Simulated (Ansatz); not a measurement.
Relaxed SrVO₃ (cubic perovskite):

```xyz
5
Lattice="3.8576 0.0000 0.0000 0.0000 3.8576 0.0000 0.0000 0.0000 3.8576" Properties=species:S:1:pos:R:3 pbc="T T T"
Sr     0.0000     0.0000     0.0000
V      1.9288     1.9288     1.9288
O      0.0000     1.9288     1.9288
O      1.9288     1.9288     0.0000
O      1.9288     0.0000     1.9288
```

In each cell atom 3 (O, nearest neighbour V at 1.929 Å; its periodic images, 3.9 Å or more away, move with it) moves by s·(1.000, 0.000, 0.000) (along Cartesian x), the rest being held.

All values below come from PBE (plane waves to 420 eV, PAW, scalar-relativistic; Ansatz, a first-principles code). k mesh 10×10×10 (Γ-centred), Fermi-Dirac smearing 0.05 eV. E stands for the smeared free energy. With partly filled bands, energies and forces of such displacements shift with the k mesh and the smearing. SrVO3 is run without spin polarisation and with no Hubbard U. SrVO3 was relaxed with its symmetry unable to fall. ΔE is measured from the undisplaced structure.

Successive frames, forces in eV/Å:

```json
[
 {"frame": "s = -0.152 Å", "ΔE (eV/cell)": "0.154", "F on Sr1": "(-0.115, 0.000, 0.000)", "F on V2": "(-0.650, 0.000, 0.000)", "F on O3": "(2.187, 0.000, 0.000)", "F on O4": "(-0.711, 0.000, 0.000)", "F on O5": "(-0.711, 0.000, 0.000)"},
 {"frame": "s = -0.114 Å", "ΔE (eV/cell)": "0.084", "F on Sr1": "(-0.089, 0.000, 0.000)", "F on V2": "(-0.377, 0.000, 0.000)", "F on O3": "(1.538, 0.000, 0.000)", "F on O4": "(-0.536, 0.000, 0.000)", "F on O5": "(-0.536, 0.000, 0.000)"},
 {"frame": "s = -0.076 Å", "ΔE (eV/cell)": "0.036", "F on Sr1": "(-0.060, 0.000, 0.000)", "F on V2": "(-0.199, 0.000, 0.000)", "F on O3": "(0.977, 0.000, 0.000)", "F on O4": "(-0.359, 0.000, 0.000)", "F on O5": "(-0.359, 0.000, 0.000)"}
]
```

What are the energy and the forces in the next frame, s = -0.038 Å?

ΔE (eV/cell) = 0.009.

```csv
atom,Fx,Fy,Fz
Sr1,-0.030,0.000,0.000
V2,-0.084,0.000,0.000
O3,0.474,0.000,0.000
O4,-0.180,0.000,0.000
O5,-0.180,0.000,0.000
```

(A displaced cell: forces are minus the slopes of the energy, force constants its curvatures, and phonons follow from these.)
